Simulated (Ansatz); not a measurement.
**Ni (omega (AlB2-type)): energy against volume**

Theory: DFT, PBEsol, plane waves (420 eV) with PAW, scalar-relativistic in Ansatz 0.2.0. (PAW data from PBE, frozen cores regenerated.)

The cell is scaled uniformly from the relaxed one, with fractional coordinates and shape fixed. Energies are extrapolated to zero smearing, pressures are those at the given smearing. Magnetic state: spin not included. It is not the lowest magnetic state of this structure.

A Birch-Murnaghan fit gives V₀ = 10.52 Å³/atom, B₀ = 225 GPa, B₀′ = 4.8.

(1) What are the energy above the minimum and the pressure at 9.279 Å³/atom?

(2) What are the energy above the minimum and the pressure at 10.123 Å³/atom?

(3) What are the energy above the minimum and the pressure at 10.966 Å³/atom?

## Answers

(1) 130.1 meV/atom and 38.68 GPa as computed.

(2) 11.1 meV/atom and 10.01 GPa as computed.

(3) 12.4 meV/atom and -7.93 GPa as computed.
